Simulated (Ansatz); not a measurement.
A geometry of S away from equilibrium: step 2 of the relaxation of a relaxed S cell shaken by Gaussian noise of σ = 0.08 Å a coordinate. All values below come from r2SCAN (plane waves to 500 eV, PAW, scalar-relativistic; Ansatz, an electronic-structure program). Γ-centred k-mesh 5×5×5 on the run's cell (coarser than for final values), Fermi–Dirac smearing 0.05 eV. The plane waves were selected for a different cell earlier on the path.

```xyz
8
Lattice="5.1227 -0.0213 0.0205 -0.0213 5.1166 -0.0091 0.0205 -0.0091 5.1539" Properties=species:S:1:pos:R:3 pbc="T T T"
S      1.1720     0.0467     2.6080
S      3.8630     0.0050     2.5183
S     -0.0501     2.6204     1.1010
S      0.1114     2.4817     4.0495
S      2.5101     1.1112     0.0969
S      2.5999     3.8817    -0.0569
S      0.0070     0.0699    -0.0436
S      2.7469     2.7597     2.9085
```

Q: What forces act on the atoms (eV/Å)?

A: 
```json
[
 {"atom": "S1", "Fx": "-1.48", "Fy": "-0.11", "Fz": "0.07"},
 {"atom": "S2", "Fx": "0.91", "Fy": "-0.54", "Fz": "-0.55"},
 {"atom": "S3", "Fx": "-0.08", "Fy": "0.06", "Fz": "-2.09"},
 {"atom": "S4", "Fx": "-0.10", "Fy": "-0.69", "Fz": "1.94"},
 {"atom": "S5", "Fx": "-0.42", "Fy": "-1.70", "Fz": "0.02"},
 {"atom": "S6", "Fx": "0.08", "Fy": "0.83", "Fz": "-0.72"},
 {"atom": "S7", "Fx": "0.26", "Fy": "0.62", "Fz": "-0.46"},
 {"atom": "S8", "Fx": "0.83", "Fy": "1.52", "Fz": "1.79"}
]
```

The path ends in P1 (No. 1). No spin polarisation in the result. No dispersion correction is included, so spacings between layers, chains or molecules are soft and tend to come out too large.

The end of the path is a generated cell of S: the first start was made by placing the elements on the sites of a structure type, and the end was not matched to a known phase here, so it may be hypothetical.
